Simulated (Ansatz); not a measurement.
**Structures of ZnRe: which is lowest?**

Plane-wave DFT in Ansatz with scalar-relativistic PAW potentials, cutoff 420 eV, Γ-centred meshes chosen by cell and gap, Gaussian smearing with energies taken to zero width. Every cell was relaxed (cell and atoms) in a run of its own, within the symmetry of its start. Functional: PBE.

Relaxed structures (starts from databases or built by putting these elements on another compound's sites):
A. Pm-3m, 2 atoms in the computed cell, a = 3.041 Å; sites (symmetry × multiplicity) Zn m-3m × 1, Re m-3m × 1; start: built
B. R-3m, 2 atoms in the computed cell, a = 2.743 Å, c = 13.457 Å; sites (symmetry × multiplicity) Zn -3m × 3, Re -3m × 3; start: built
C. Pmma, 4 atoms in the computed cell, a = 4.390 Å, b = 2.746 Å, c = 4.839 Å; sites (symmetry × multiplicity) Zn mm2 × 2, Re mm2 × 2; start: built

Question: Rank them by energy. Could pressure change the order?

Answer:
```csv
structure,group,E − E(lowest) (meV/atom),V (Å³/atom),gap on mesh (eV)
C,Pmma,0.0,14.58,0.00
B,R-3m,3.5,14.61,0.00
A,Pm-3m,331,14.07,0.00
```

C and B are level within the 5 meV/atom that separate runs leave open. A is denser by 0.51 Å³/atom, so pressure favours it: ΔE/ΔV, with ΔE in eV and 1 eV/Å³ = 160.2 GPa, gives about 103 GPa for equal enthalpy if both cells were rigid; at such pressures compression changes ΔV much, so this is a scale only. Other structures may lie lower than all of these, and vibrations aren't counted.

Spin-orbit coupling is left out, which matters for the bands of heavy elements.